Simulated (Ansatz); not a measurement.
Given:

NaCl:
```cif
data_ClNa
_chemical_formula_sum 'Na1 Cl1'
_space_group_name_H-M_alt 'P 1'
_space_group_IT_number 1
_cell_length_a 3.86380
_cell_length_b 3.86380
_cell_length_c 3.86380
_cell_angle_alpha 60.000
_cell_angle_beta 60.000
_cell_angle_gamma 60.000
loop_
_space_group_symop_operation_xyz
  'x, y, z'
loop_
_atom_site_label
_atom_site_type_symbol
_atom_site_fract_x
_atom_site_fract_y
_atom_site_fract_z
_atom_site_occupancy
Na1 Na 0.00000 0.00000 0.00000 1
Cl1 Cl 0.50000 0.50000 0.50000 1
```

This is the LDA-relaxed structure.

**Question.** All from LDA (plane waves, PAW; program Ansatz), unless another level is named. Estimate the bulk modulus (Birch–Murnaghan fit).

**Answer.** 32.0 GPa.

**Question.** And the zero-point energy?

**Answer.** 28.9 meV/atom.

Space group Fm-3m (rock salt). The LDA relaxation kept the symmetry of its start; phonons on a q-mesh show no instability.

Potentials: the later of the program's two PAW sets.
